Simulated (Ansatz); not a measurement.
## Data sheet: BeSe (DFT)

BeSe:
```
CELL_PARAMETERS angstrom
      6.22906     0.00000     0.00000
      0.00000     6.22906     0.00000
      0.00000     0.00000     3.64518
ATOMIC_POSITIONS crystal
  Be 0.33093 0.66907 0.00000
  Be 0.66907 0.33093 0.00000
  Be 0.83093 0.83093 0.50000
  Be 0.16907 0.16907 0.50000
  Se 0.30921 0.30921 0.00000
  Se 0.69079 0.69079 0.00000
  Se 0.19079 0.80921 0.50000
  Se 0.80921 0.19079 0.50000
```

Space group P4_2/mnm (No. 136); conventional cell a = 6.229 Å, b = 6.229 Å, c = 3.645 Å, α = 90.00°, β = 90.00°, γ = 90.00°.

Method: DFT-PBEsol in the program Ansatz with PAW potentials. The cell and atoms are relaxed at this level. Other levels are named where they apply.

**Cell and energy**

| Quantity | Result |
|---|---|
| Volume per atom | 17.68 Å³ |
| Density | 4.13 g/cm³ |
| Formation energy from the elements (no fitted shifts) | -0.74 eV/atom |

**Electronic structure**

| Property | Value |
|---|---|
| Band gap | 2.73 eV (indirect) |
| Valence-band maximum | on the M–Γ line, 87 % of the way from M |
| Conduction-band minimum | on the Γ–Z line, 60 % of the way from Γ (2 equivalent valleys) |
| Smallest direct gap on the standard path | 3.29 eV |
| Electron effective mass | 0.43, 0.43, 0.51 mₑ (principal values) |
| Electron effective mass with spin–orbit coupling | 0.43, 0.43, 0.51 mₑ (principal values) |
| Hole effective mass | 0.26, 0.66, 1.3 mₑ (principal values) |
| Hole effective mass with spin–orbit coupling | 0.42, 0.42, 1.2 mₑ (principal values) |
| HSE06 gap on the PBEsol cell | 3.68 eV |
| Gap with spin–orbit coupling | 2.61 eV |

**Mechanics**

| Quantity | Result |
|---|---|
| Bulk modulus (Birch–Murnaghan fit) | 72.0 GPa |
| Pressure derivative B′ | 3.7 |
| Elastic constants (relaxed ions, GPa) | C11 = 103, C12 = 59.1, C13 = 44.3, C33 = 158, C44 = 43.6, C66 = 27.4 |
| Mechanical stability | stable (all eigenvalues of C positive) |
| Hill bulk and shear moduli | 72.6 and 35.5 GPa |
| Young's modulus | 91.6 GPa |
| Poisson's ratio | 0.29 |
| Debye temperature from the elastic constants | 374 K |

**Dielectric response**

| Item | Result |
|---|---|
| Electronic dielectric constant ε∞ (DFPT) | 5.91 (xx = yy), 5.76 (zz) |
| Static dielectric constant ε0 (ions relaxed, cell fixed) | 7.85 (xx = yy), 6.94 (zz) |
| Born charges (a third of the trace) | Be +1.53, Se -1.53 e |

**Phonons**

| Quantity | Value |
|---|---|
| Highest zone-centre frequency (without LO–TO term) | 566 cm⁻¹ |
| Zone-centre stability | no imaginary mode at Γ |

The start of the workflow was typed in or built on a structure type; neither database checked (COD, Materials Project) lists it. COD files the formula under space group No. 216. Its standing as an ambient phase is unchecked. The cell was relaxed with PBEsol under the symmetry of its start. The references are the lowest solids computed at this level, not always the standard phases. Scalar-relativistic: spin–orbit coupling is off unless named, which matters more the heavier the elements.

Potentials: the earlier of the program's two PAW sets. The files were generated under PBE; for other functionals the program regenerates the frozen cores, and for LDA and PBEsol the local potential too.
